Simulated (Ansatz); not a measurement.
Cs2AgBiBr6:
```
Cs2AgBiBr6
1.0
    0.00000     5.67217     5.67217
    5.67217     0.00000     5.67217
    5.67217     5.67217     0.00000
Cs Ag Bi Br
2 1 1 6
Direct
  0.25000   0.25000   0.25000
  0.75000   0.75000   0.75000
  0.50000   0.50000   0.50000
  0.00000   0.00000   0.00000
  0.74817   0.25183   0.25183
  0.25183   0.74817   0.74817
  0.25183   0.74817   0.25183
  0.74817   0.25183   0.74817
  0.25183   0.25183   0.74817
  0.74817   0.74817   0.25183
```

Plane-wave PAW r²SCAN (Ansatz code) gives a gap of 1.67 eV without spin–orbit coupling, maximum at X, minimum at L.

What happens when spin–orbit coupling is switched on?

The gap decreases by 0.29 eV, to 1.38 eV; maximum at X, minimum at L.

Give the electron effective mass with spin–orbit coupling.

0.34, 0.34, 0.51 mₑ (principal values).

Give the hole effective mass with spin–orbit coupling.

0.19, 0.75, 0.75 mₑ (principal values).

Space group Fm-3m. The r²SCAN relaxation kept the symmetry of its start. No spin polarisation was allowed.

Potentials: the later of the program's two PAW sets.
